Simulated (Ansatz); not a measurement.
**TiClO: do energies and stresses tell the same story?**

Computed with DFT PBEsol, scalar-relativistic, plane waves, PAW in Ansatz.

Cutoff 420 eV; k points 12×10×6 on the computed 6-atom cell (Γ-centred); Gaussian smearing, width 0.10 eV; no spin polarisation.

Relaxed cell: Pmmn, a = 3.215 Å, b = 3.975 Å, c = 7.956 Å, α = 90.00°, β = 90.00°, γ = 90.00°, 6 atoms in the primitive cell. Whether it is the stable form of this composition wasn't checked.

Energies at zero smearing and pressures from the stress tensor, at volumes with shape and atoms relaxed:
| V (Å³/atom) | E − E(first) (meV/atom) | P (GPa) |
| --- | --- | --- |
| 15.931 | 0.00 | 0.742 |
| 16.439 | -1.40 | 0.266 |
| 16.948 | -1.73 | 0.002 |
| 17.456 | -1.58 | -0.153 |
| 17.965 | -1.30 | -0.169 |

Problem. Check P = −dE/dV between neighbouring volumes, and get the bulk modulus from the pressures alone.

Solution. With 1 eV/Å³ = 160.2 GPa:
```
middle V (Å³/atom)  −ΔE/ΔV (GPa) mean P (GPa)
            16.185         0.441         0.504
            16.693         0.104         0.134
            17.202        -0.047        -0.076
            17.710        -0.087        -0.161
```

The two differ by 0.074 GPa at most. The mean of two end pressures misses the average over a step by about ΔV² P″/12, up to 0.025 GPa here; with that taken off 0.090 GPa remains, from the smearing term (the stress is the derivative of the free energy), the finite cutoff, the mesh or the relaxation's tolerance. Around V = 16.948 Å³/atom, the two neighbours give B = −V ΔP/ΔV = 16.948 × 0.419 / 1.017 = 7.0 GPa, against B0 = 5.1 GPa from the Birch–Murnaghan fit of the energies, which describes these points poorly (B0' = 30.6).

The cell holds layers, and where no dispersion correction was added their binding is poorly described. Spin polarisation was left out, and a magnetic state may lie lower.

A ferromagnetic start lost its moments in a first run, so spin was left out; other magnetic orders weren't tried.

Cost: 6 runs of about 16 core-minutes in all, on Intel Xeon Platinum 8488C (Sapphire Rapids) (shared hosts).